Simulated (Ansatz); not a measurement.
The start is a generated trial cell of Zr in the beta-Sn structure type. The structure is fully relaxed (lattice and positions, P = 0) with PBE (plane waves to 420 eV, PAW, scalar-relativistic; Ansatz, a program for electronic structure). The first steps use a coarse 12×12×12 k-mesh.

Input geometry:
```
CELL_PARAMETERS angstrom
     -2.81752     2.81752     1.53727
      2.81752    -2.81752     1.53727
      2.81752     2.81752    -1.53727
ATOMIC_POSITIONS crystal
  Zr 0.75000 0.25000 0.50000
  Zr 0.00000 0.00000 0.00000
```

Task: What pressure does the first self-consistent step give?

Result: -2.5 GPa (negative: the cell is under tension).

Task: By how much does the energy per atom fall from start to end?

Result: 0.01 eV/atom.

Task: How does the volume per atom move from start to end?

Result: -3.4 %, from 24.41 to 23.58 Å³/atom.

Task: Is the relaxed structure metallic? Give its gap.

Result: No gap (metallic).

Task: What does it relax into? Give the structure.

Result: 
```cif
data_Zr4
_chemical_formula_sum 'Zr4'
_space_group_name_H-M_alt 'I41/amd :1'
_space_group_IT_number 141
_space_group_name_Hall 'I 4bw 2bw -1bw'
_cell_length_a 5.54423
_cell_length_b 5.54423
_cell_length_c 3.06882
_cell_angle_alpha 90.000
_cell_angle_beta 90.000
_cell_angle_gamma 90.000
loop_
_atom_site_label
_atom_site_type_symbol
_atom_site_symmetry_multiplicity
_atom_site_Wyckoff_symbol
_atom_site_fract_x
_atom_site_fract_y
_atom_site_fract_z
_atom_site_occupancy
Zr1 Zr 4 a 0.00000 0.00000 0.00000 1
```
(The calculation used a cell of 2 atoms; values per cell refer to that cell.)

The space group stays I4₁/amd (No. 141) (the run could not lower it); the end is AFLOW prototype A_tI4_141_a (A5, as in Sn), with 2 atoms in the primitive cell. Final values are on a 17×17×17 k-mesh of the relaxed cell. No spin polarisation in the result.

The run could not lose the symmetry of its start, so the end can be a saddle point.

All atoms sit on sites fixed by symmetry, so only the cell could relax.

The relaxed structure here is a generated cell of Zr: the first start was made by placing the elements on the sites of a structure type, and the end was not matched to a known phase here, so it may be hypothetical. Known forms of Zr include space group No. 194.
